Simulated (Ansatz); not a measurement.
MgO in space group Pm-3n (No. 223; Mg on 6c, O on 6d), plane-wave PAW LDA (Ansatz code), all energies at zero smearing, with the estimated change up to a 700 eV cutoff added, with one set of potentials and settings (totals compare only within such a set). Cell of 12 atoms (6 Mg, 6 O): -14757.647 eV.

```tsv
element	reference phase	E (eV/atom)
Mg	P6_3/mmc, 2 atoms in the cell	-1901.6031
O	C2/m, 4 atoms in the cell, spin-polarised	-552.6518
```

Formation energy per atom, worked out: (-14757.647 − 6×(-1901.6031) − 6×(-552.6518))/12 = -2.676 eV/atom (-258 kJ per mol of atoms), at 0 K, without zero-point energy or fitted corrections.

The first step of the workflow began from a Materials Project structure, measured or hypothetical; the Crystallography Open Database copy checked does not list it. It is not the phase usual at ambient conditions (space group No. 225). Symmetry was held in the LDA relaxation; phonons on a q-mesh show no instability. The references are the lowest solids computed at this level, not always the standard phases (solids in place of the gases).

Potentials: the later of the program's two PAW sets.
